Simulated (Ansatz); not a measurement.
This log comes from Ansatz, run on InSe (started from an entry of an open crystallographic database). The starting cell comes from a relaxation with PBE.

Structure:
```cif
data_structure
_symmetry_space_group_name_H-M 'P 1'
_symmetry_Int_Tables_number 1
_cell_length_a 4.0335
_cell_length_b 4.0335
_cell_length_c 16.7666
_cell_angle_alpha 90.000
_cell_angle_beta 90.000
_cell_angle_gamma 120.000
_cell_volume 236.23
loop_
_atom_site_label
_atom_site_type_symbol
_atom_site_fract_x
_atom_site_fract_y
_atom_site_fract_z
_atom_site_occupancy
In1 In 0.33333 0.66667 0.16667 1
In2 In 0.66667 0.33333 0.66667 1
In3 In 0.33333 0.66667 0.33333 1
In4 In 0.66667 0.33333 0.83333 1
Se1 Se 0.33333 0.66667 0.59000 1
Se2 Se 0.66667 0.33333 0.09000 1
Se3 Se 0.33333 0.66667 0.91000 1
Se4 Se 0.66667 0.33333 0.41000 1
```

The output, standing remarks left out:
```
Functional definition: PBE
Crystal: 8 atoms, lattice volume = 236.230 Å³
Basis set: ecut = 420 eV, 4629 PW (Γ)
Bands: 70, of which v1, the nominal top of the filled ones, is band 58 counted from 1 (57 counted from 0)
Symmetry: 24 space group operations
Space group: P63/mmc (ITA 194)
k-points: 14 of 72
preconditioner: auto → Resta (q_TF=auto, 2.423 Å⁻¹)  ε∞=3.3  [insulator: Δε(μ)=0.359 eV  σ=0.020 eV  ℏωp=21.1 eV]
relax step 1: F+E_penalty+E_count = -44274.34474869 eV  max|allowed force component| = 7.600e-3 eV/Å  Δτ_max = 0.0000 Å  P = -0.080 GPa  Ω = 236.230 Å³
relax step 2: F+E_penalty+E_count = -44274.34472932 eV  max|allowed force component| = 3.395e-2 eV/Å  Δτ_max = 0.0192 Å  P = +0.025 GPa  Ω = 234.233 Å³  (rejected)
relax step 3: F+E_penalty+E_count = -44274.34492337 eV  max|allowed force component| = 3.807e-2 eV/Å  Δτ_max = 0.0027 Å  P = +0.050 GPa  Ω = 235.286 Å³
relax step 4: F+E_penalty+E_count = -44274.34529701 eV  max|allowed force component| = 7.819e-4 eV/Å  Δτ_max = 0.0052 Å  P = +0.004 GPa  Ω = 235.228 Å³
relax step 5: F+E_penalty+E_count = -44274.34512756 eV  max|allowed force component| = 7.862e-4 eV/Å  Δτ_max = 0.0000 Å  P = +0.004 GPa  Ω = 235.228 Å³  (SCF on a basis re-selected at this cell)
Free energy (F): -44274.345128 eV
Fermi energy:    7.390819 eV
--- Stress (GPa, compression-positive) ---
        0.008377       0.000000       0.000000
        0.000000       0.008377       0.000000
        0.000000       0.000000      -0.003986
  P = ⅓ Tr σ = 0.0043 GPa (0.043 kbar)
--- Relaxed structure (4 steps of the walk, 3 accepted, 1 SCFs on fresh bases) ---
  F+E_penalty+E_count = -44274.34512756 eV   max|allowed force component| = 7.862e-4 eV/Å
  cell:  # Å, volume = 235.2281 Å³
    - [4.030546, 0.000000, 0.000000]
    - [-2.015273, 3.490555, 0.000000]
    - [0.000000, 0.000000, 16.719787]
  atoms:
    - { symbol: In, position: [0.333333, 0.666667, 0.166507] }
    - { symbol: In, position: [0.666667, 0.333333, 0.666507] }
    - { symbol: In, position: [0.333333, 0.666667, 0.333493] }
    - { symbol: In, position: [0.666667, 0.333333, 0.833493] }
    - { symbol: Se, position: [0.333333, 0.666667, 0.589527] }
    - { symbol: Se, position: [0.666667, 0.333333, 0.089527] }
    - { symbol: Se, position: [0.333333, 0.666667, 0.910473] }
    - { symbol: Se, position: [0.666667, 0.333333, 0.410473] }
```

Q: Which of these blocks stood in the input: relax, gw, phonons, dielectric, magnetization (spin_orbit)?

A: relax. The relax steps with a changing cell volume need the relax block with cell.

Q: Which k mesh was typed?

A: 6×6×2, Γ-centred. Other answers can fit too; this one was computed.

Q: How were the bands filled?

A: With smearing of width σ = 0.02 eV (Fermi-Dirac in this run).

Command: `ansatz run input.yaml --threads 4 --pin off --max-ram 7372MiB --backend cpu --events-out ev --progress --plain --runs-dir out`. Wall time 15 s on 4 threads of Arm Neoverse V1 (shared host); peak host memory 0.79 GiB.

Spin-unpolarised throughout; all numbers are computed.
